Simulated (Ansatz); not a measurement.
Question: Each is relaxed and computed with LDA in the plane-wave PAW code Ansatz. Which alone has a direct gap?
(A) MgO, P6_3/mmc (Mg on 2c, O on 2d)
(B) Mg2ZnO3, P-3m1 (Mg on 2d, Zn on 1a, O on 2d, O on 1b)
(C) MgZnO2, R-3m (Mg on 3a, Zn on 3b, O on 6c)
(D) Mg3ZnO4, Pm-3m (Mg on 3c, Zn on 1a, O on 3d, O on 1b)

Answer: A, MgO, P6_3/mmc (Mg on 2c, O on 2d). MgO: gap 3.49 eV (direct); MgZnO2: gap 2.88 eV (indirect); Mg3ZnO4: gap 2.46 eV (indirect); Mg2ZnO3: gap 3.37 eV (indirect). Not the usual ambient phase: MgO, P6_3/mmc (Mg on 2c, O on 2d). Standing as an ambient phase not checked: MgZnO2, R-3m (Mg on 3a, Zn on 3b, O on 6c); Mg3ZnO4, Pm-3m (Mg on 3c, Zn on 1a, O on 3d, O on 1b); Mg2ZnO3, P-3m1 (Mg on 2d, Zn on 1a, O on 2d, O on 1b). Perhaps ordered models of mixed-site phases: MgZnO2, R-3m (Mg on 3a, Zn on 3b, O on 6c); Mg3ZnO4, Pm-3m (Mg on 3c, Zn on 1a, O on 3d, O on 1b); Mg2ZnO3, P-3m1 (Mg on 2d, Zn on 1a, O on 2d, O on 1b). All cells were relaxed under the symmetry of their starts (and spin orders); stability against distortions was not tested throughout.

Potentials: the later of the program's two PAW sets.
